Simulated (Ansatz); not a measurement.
Kick test of a cell of Al2H

The structure comes from a generated guess, relaxed at this level; another structure or a mixture of phases may lie lower.

Level of theory: DFT PBE, scalar-relativistic, plane waves, PAW (Ansatz). Plane waves to 420 eV, a k mesh through Γ of 8×8×14 on the computed 6-atom cell and Gaussian smearing (0.10 eV); no spin polarisation.

The cell below (6 atoms, space group Pnnm (No. 58)) is relaxed within its symmetry.

```yaml
crystal:
  lattice:
    - [4.67664, 0.00000, 0.00000]
    - [0.00000, 5.28752, 0.00000]
    - [0.00000, 0.00000, 2.90479]
  atoms:
    - { symbol: Al, position: [0.22409, 0.67004, 0.00000] }
    - { symbol: Al, position: [0.77591, 0.32996, 0.00000] }
    - { symbol: Al, position: [0.27591, 0.17004, 0.50000] }
    - { symbol: Al, position: [0.72409, 0.82996, 0.50000] }
    - { symbol: H, position: [0.00000, 0.00000, 0.00000] }
    - { symbol: H, position: [0.50000, 0.50000, 0.50000] }
```

For the test a repeat of it with 12 atoms (edges 2.90, 4.68, 10.58 Å) was strained at random (σ = 1.5 % a component), the atoms were moved at random (σ = 0.05 Å), and all was relaxed again on a coarse 8×6×2 mesh (in the run’s order of axes) with 0.20 eV smearing, with no symmetry imposed.

Task: What happens?

Result: It doesn't return. The energy falls by 54 meV/atom on that mesh, the volume changes by 8.1 %, and the end has space group Pmmn (No. 59) at a loose tolerance. Relaxed again on a 14×8×8 mesh with 0.10 eV smearing, the new structure lies 62 meV/atom below the first (mesh in the axes of the run's cell; the cell below is made exact in the group named). Space group Pmmn (No. 59), orthorhombic, a = 2.781 Å, b = 4.841 Å, c = 5.713 Å. Around Al on its first site lies 1 H at 1.85 Å; Al on its second site is surrounded by 2 H at 1.85 Å; H is surrounded by 3 Al at 1.85 Å.

```cif
data_structure
_symmetry_space_group_name_H-M 'P 1'
_symmetry_Int_Tables_number 1
_cell_length_a 2.7813
_cell_length_b 4.8407
_cell_length_c 5.7134
_cell_angle_alpha 90.000
_cell_angle_beta 90.000
_cell_angle_gamma 90.000
_cell_volume 76.92
loop_
_atom_site_label
_atom_site_type_symbol
_atom_site_fract_x
_atom_site_fract_y
_atom_site_fract_z
_atom_site_occupancy
Al1 Al 0.50000 0.00000 0.42688 1
Al2 Al 0.50000 0.50000 0.03671 1
Al3 Al 0.00000 0.00000 0.96329 1
Al4 Al 0.00000 0.50000 0.57312 1
H1 H 0.50000 0.00000 0.75079 1
H2 H 0.00000 0.50000 0.24921 1
```
